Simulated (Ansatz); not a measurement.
Geometry optimisation in Ansatz: input, command and trajectory.

```yaml
crystal:
  lattice:
    - [3.7644458754, 0.0, 0.0]
    - [-1.8822229377, 3.2601057593, 0.0]
    - [0.0, 0.0, 4.8652984029]
  atoms:
    - { symbol: Pt, position: [0.0, 0.0, 0.0] }
    - { symbol: Se, position: [0.3333333333, 0.6666666667, 0.2644373556] }
    - { symbol: Se, position: [0.6666666667, 0.3333333333, 0.7355626444] }
basis:
  ecutwfc: 420
kpoints:
  mp_grid: { grid: [12, 12, 10] }
hamiltonian:
  xc: pbe
  dispersion: d3bj
scf:
  occupations: { method: gaussian, width: 0.1 }
output:
  forces: true
  stress: true
  eigenvalues: true
  write_density: true
  write_potential: true
  elf: true
  volumetric_format: npy
relax:
  adjacent_minimum: "off"
  f_tol: 0.005
  max_steps: 80
  cell: { stress_tol: 0.05 }
```

```bash
ansatz run input.yaml --threads 1 --pin off --max-ram 2560MiB --backend cpu --events-out ev --progress --plain --runs-dir out
```

Computed with DFT PBE+D3(BJ), scalar-relativistic, plane waves, PAW (Ansatz).

Of 4 frames 3 are shown, positions in Å and forces in eV/Å; the SCF threshold varies from step to step. Steps run on the plane waves of an earlier cell, with a Pulay correction in the pressure. The basis is chosen afresh for the last frame, the zero of the energies, and at times for earlier ones too; energy and pressure step there, also at an unchanged geometry.

```xyz
3
Lattice="3.7644 0.0000 0.0000 -1.8822 3.2601 0.0000 0.0000 0.0000 4.8653" Properties=species:S:1:pos:R:3:forces:R:3 pbc="T T T" step=1 free_energy_over_end_meV_per_atom=0.23 pressure_GPa=-0.07
Pt    0.0000    0.0000    0.0000    0.0000    0.0000    0.0000
Se    0.0000    2.1734    1.2866    0.0000    0.0000   -0.0003
Se    1.8822    1.0867    3.5787    0.0000    0.0000    0.0003
3
Lattice="3.7697 0.0000 0.0000 -1.8848 3.2646 0.0000 0.0000 0.0000 4.8293" Properties=species:S:1:pos:R:3:forces:R:3 pbc="T T T" step=2 free_energy_over_end_meV_per_atom=-0.01 pressure_GPa=0.01
Pt    0.0000    0.0000    0.0000    0.0000    0.0000    0.0000
Se    0.0000    2.1764    1.2818    0.0000    0.0000    0.0011
Se    1.8848    1.0882    3.5476    0.0000    0.0000   -0.0011
3
Lattice="3.7717 0.0000 0.0000 -1.8859 3.2664 0.0000 0.0000 0.0000 4.8218" Properties=species:S:1:pos:R:3:forces:R:3 pbc="T T T" step=4 free_energy_over_end_meV_per_atom=0.00 pressure_GPa=-0.02
Pt    0.0000    0.0000    0.0000    0.0000    0.0000    0.0000
Se    0.0000    2.1776    1.2804    0.0000    0.0000    0.0008
Se    1.8859    1.0888    3.5414    0.0000    0.0000   -0.0008
```

Time: 57 s on 1 thread of Arm Neoverse V2, with other jobs on the host, peak memory 0.51 GiB.

Spin–orbit coupling is left out, which can shift energies with elements as heavy as these.